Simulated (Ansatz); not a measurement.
# Cs (hcp): energy against volume

Theory: DFT, LDA (PW92), plane waves (420 eV) with PAW, scalar-relativistic (Ansatz). The PAW files were generated under PBE, with cores re-solved for the functional.

The cell is scaled uniformly from the relaxed one, with fractional coordinates and shape fixed. Energies are extrapolated to zero smearing, pressures are those at the given smearing. Magnetic state: spin not included.

A Birch-Murnaghan fit gives V₀ = 96.62 Å³/atom, B₀ = 2.4 GPa, B₀′ = 2.9.

Problem. What are the energy above the minimum and the pressure at 84.624 Å³/atom?

Solution. 13.2 meV/atom and 0.37 GPa as computed.

Problem. What are the energy above the minimum and the pressure at 92.317 Å³/atom?

Solution. 1.5 meV/atom and 0.11 GPa as computed.

Problem. What are the energy above the minimum and the pressure at 107.703 Å³/atom?

Solution. 8.3 meV/atom and -0.23 GPa as computed.
